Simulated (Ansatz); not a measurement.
Data:

FeB$_{2}$:
```xyz
12
Lattice="4.7415 0.0000 0.0000 0.0000 4.7338 0.0000 0.0000 0.0000 3.6720" Properties=species:S:1:pos:R:3 pbc="T T T"
Fe     2.2725     3.5504     1.3797
Fe     2.4690     1.1835     2.2923
Fe     0.0983     1.1835     3.2156
Fe     4.6432     3.5504     0.4563
B      3.1436     0.3237     0.3945
B      1.5978     4.4101     3.2774
B      3.9686     4.4101     2.2305
B      0.7729     0.3237     1.4414
B      0.7729     2.0432     1.4414
B      3.9686     2.6907     2.2305
B      1.5978     2.6907     3.2774
B      3.1436     2.0432     0.3945
```

This is the LDA-relaxed structure. Cartesian axes are those of the cell as given.

All from LDA in the plane-wave PAW code Ansatz, unless another level is named. Predict the static dielectric constant ε0 (ions relaxed, cell fixed).

51.2 (xx), 47.1 (yy), 51.4 (zz).

What about the electronic dielectric constant ε∞ (DFPT)?

31.4 (xx), 28.9 (yy), 31.4 (zz).

And the Born charges (a third of the trace)?

Fe -5.72, B +2.86 e.

Space group Pnma. The first step of the workflow began from a Materials Project structure, measured or hypothetical; the Crystallography Open Database copy checked does not list it. COD files the formula under space group No. 191, so this cell is another polymorph or a model. Whether it is the stable phase at ambient conditions was not checked. Symmetry was held in the LDA relaxation; of distortions, only those at the zone centre were tested. The run is not spin-polarised.

Potentials: the later of the program's two PAW sets.
